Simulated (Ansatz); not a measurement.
NaI:
```xyz
2
Lattice="0.0000 3.2640 3.2640 3.2640 0.0000 3.2640 3.2640 3.2640 0.0000" Properties=species:S:1:pos:R:3 pbc="T T T"
Na     0.0000     0.0000     0.0000
I      3.2640     3.2640     3.2640
```

Relaxed with PBE.

**Question.** Which orbitals make up the states near the band edges in the program Ansatz at the PBE level (PAW)?

**Answer.** Top 1 eV of the valence band: I 5p 98 %. Bottom 1 eV of the conduction band: Na 3s 73 %, I 5s 16 %, I 5p 9 %. Projections are on Löwdin-orthogonalised atomic valence shells; empty p or d shells of many metals are not among them.

**Question.** Tabulate the density of states.

**Answer.** States/eV per cell of 2 atoms, in 0.25 eV bins, energy from the valence-band maximum.

| E (eV) | total | I 5p | Na 3s | I 5s |
|---|---|---|---|---|
| -7.85 | 0.00 | 0.00 | 0.00 | 0.00 |
| -7.60 | 0.00 | 0.00 | 0.00 | 0.00 |
| -7.35 | 0.00 | 0.00 | 0.00 | 0.00 |
| -7.10 | 0.00 | 0.00 | 0.00 | 0.00 |
| -6.85 | 0.00 | 0.00 | 0.00 | 0.00 |
| -6.60 | 0.00 | 0.00 | 0.00 | 0.00 |
| -6.35 | 0.00 | 0.00 | 0.00 | 0.00 |
| -6.10 | 0.00 | 0.00 | 0.00 | 0.00 |
| -5.85 | 0.00 | 0.00 | 0.00 | 0.00 |
| -5.60 | 0.00 | 0.00 | 0.00 | 0.00 |
| -5.35 | 0.00 | 0.00 | 0.00 | 0.00 |
| -5.10 | 0.00 | 0.00 | 0.00 | 0.00 |
| -4.85 | 0.00 | 0.00 | 0.00 | 0.00 |
| -4.60 | 0.00 | 0.00 | 0.00 | 0.00 |
| -4.35 | 0.00 | 0.00 | 0.00 | 0.00 |
| -4.10 | 0.00 | 0.00 | 0.00 | 0.00 |
| -3.85 | 0.00 | 0.00 | 0.00 | 0.00 |
| -3.60 | 0.00 | 0.00 | 0.00 | 0.00 |
| -3.35 | 0.00 | 0.00 | 0.00 | 0.00 |
| -3.10 | 0.00 | 0.00 | 0.00 | 0.00 |
| -2.85 | 0.00 | 0.00 | 0.00 | 0.00 |
| -2.60 | 0.00 | 0.00 | 0.00 | 0.00 |
| -2.35 | 0.00 | 0.00 | 0.00 | 0.00 |
| -2.10 | 0.18 | 0.15 | 0.04 | 0.00 |
| -1.85 | 1.77 | 1.49 | 0.27 | 0.01 |
| -1.60 | 4.35 | 3.84 | 0.46 | 0.03 |
| -1.35 | 1.15 | 1.01 | 0.11 | 0.02 |
| -1.10 | 2.09 | 1.98 | 0.08 | 0.01 |
| -0.85 | 2.71 | 2.62 | 0.05 | 0.01 |
| -0.60 | 4.85 | 4.76 | 0.04 | 0.00 |
| -0.35 | 5.17 | 5.13 | 0.01 | 0.00 |
| -0.10 | 1.73 | 1.72 | 0.00 | 0.00 |
| 0.15 | 0.00 | 0.00 | 0.00 | 0.00 |
| 0.40 | 0.00 | 0.00 | 0.00 | 0.00 |
| 0.65 | 0.00 | 0.00 | 0.00 | 0.00 |
| 0.90 | 0.00 | 0.00 | 0.00 | 0.00 |
| 1.15 | 0.00 | 0.00 | 0.00 | 0.00 |
| 1.40 | 0.00 | 0.00 | 0.00 | 0.00 |
| 1.65 | 0.00 | 0.00 | 0.00 | 0.00 |
| 1.90 | 0.00 | 0.00 | 0.00 | 0.00 |
| 2.15 | 0.00 | 0.00 | 0.00 | 0.00 |
| 2.40 | 0.00 | 0.00 | 0.00 | 0.00 |
| 2.65 | 0.00 | 0.00 | 0.00 | 0.00 |
| 2.90 | 0.00 | 0.00 | 0.00 | 0.00 |
| 3.15 | 0.00 | 0.00 | 0.00 | 0.00 |
| 3.40 | 0.00 | 0.00 | 0.00 | 0.00 |
| 3.65 | 0.01 | 0.00 | 0.00 | 0.00 |
| 3.90 | 0.04 | 0.00 | 0.03 | 0.01 |
| 4.15 | 0.08 | 0.01 | 0.05 | 0.01 |
| 4.40 | 0.11 | 0.01 | 0.08 | 0.02 |
| 4.65 | 0.33 | 0.02 | 0.25 | 0.03 |
| 4.90 | 0.62 | 0.05 | 0.46 | 0.04 |
| 5.15 | 1.26 | 0.11 | 0.76 | 0.06 |
| 5.40 | 1.80 | 0.14 | 0.92 | 0.06 |
| 5.65 | 2.04 | 0.14 | 0.88 | 0.03 |
| 5.90 | 1.70 | 0.08 | 0.50 | 0.01 |
| 6.15 | 0.81 | 0.02 | 0.07 | 0.00 |
| 6.40 | 0.86 | 0.02 | 0.09 | 0.00 |
| 6.65 | 2.89 | 0.11 | 0.49 | 0.01 |
| 6.90 | 1.82 | 0.06 | 0.28 | 0.00 |
| 7.15 | 1.43 | 0.03 | 0.08 | 0.01 |
| 7.40 | 1.93 | 0.04 | 0.13 | 0.01 |
| 7.65 | 2.64 | 0.05 | 0.20 | 0.01 |
| 7.90 | 2.17 | 0.04 | 0.14 | 0.00 |
| 8.15 | 2.43 | 0.05 | 0.18 | 0.00 |
| 8.40 | 2.74 | 0.10 | 0.35 | 0.00 |

Space group Fm-3m (rock salt). Symmetry was held in the PBE relaxation. Spin–orbit coupling is left out wherever it is not named.

Potentials: the later of the program's two PAW sets.
